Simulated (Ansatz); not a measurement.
Total density of states per atom from the program Ansatz at the r²SCAN level (PAW), in 0.25 eV bins, energy from the Fermi level:

| E (eV) | states/eV/atom |
|---|---|
| -7.85 | 0.00 |
| -7.60 | 0.00 |
| -7.35 | 0.00 |
| -7.10 | 0.06 |
| -6.85 | 0.93 |
| -6.60 | 0.60 |
| -6.35 | 0.73 |
| -6.10 | 0.63 |
| -5.85 | 0.80 |
| -5.60 | 0.69 |
| -5.35 | 0.06 |
| -5.10 | 0.01 |
| -4.85 | 0.14 |
| -4.60 | 0.92 |
| -4.35 | 1.42 |
| -4.10 | 1.48 |
| -3.85 | 1.83 |
| -3.60 | 2.19 |
| -3.35 | 2.37 |
| -3.10 | 2.22 |
| -2.85 | 1.98 |
| -2.60 | 1.95 |
| -2.35 | 1.56 |
| -2.10 | 1.41 |
| -1.85 | 1.90 |
| -1.60 | 1.63 |
| -1.35 | 1.82 |
| -1.10 | 2.39 |
| -0.85 | 1.65 |
| -0.60 | 0.87 |
| -0.35 | 0.78 |
| -0.10 | 0.55 |
| 0.15 | 0.54 |
| 0.40 | 0.36 |
| 0.65 | 0.41 |
| 0.90 | 0.22 |
| 1.15 | 0.32 |
| 1.40 | 0.24 |
| 1.65 | 0.20 |
| 1.90 | 0.28 |
| 2.15 | 0.27 |
| 2.40 | 0.25 |
| 2.65 | 0.32 |
| 2.90 | 0.29 |
| 3.15 | 0.37 |
| 3.40 | 0.28 |
| 3.65 | 0.19 |
| 3.90 | 0.25 |
| 4.15 | 0.25 |
| 4.40 | 0.21 |
| 4.65 | 0.32 |

Problem. Which of these materials gives this?
A. Te3Pd13, Fd-3m (Pearson symbol cF128)
B. SnTe, rock salt
C. Te, C2/m (Te on 4i, Te on 2a)
D. CdTe, wurtzite

Solution. A, Te3Pd13, Fd-3m (Pearson symbol cF128). Within 0.5 eV of the Fermi level: Pd 4d 68 %, Te 5p 19 %, outside the projected shells 12 %. Projections are on Löwdin-orthogonalised atomic valence shells; empty p or d shells of many metals are not among them.

The workflow started from a Materials Project entry (that database holds measured and hypothetical structures alike); the Crystallography Open Database files this formula in space group No. 227, but the cells were not matched. Whether it is the stable phase at ambient conditions was not checked. The cell was relaxed with r²SCAN under the symmetry of its start; its stability against distortions is not shown here. The run is not spin-polarised. Scalar-relativistic: spin–orbit coupling is off unless named, which matters more the heavier the elements.

Potentials: the later of the program's two PAW sets.
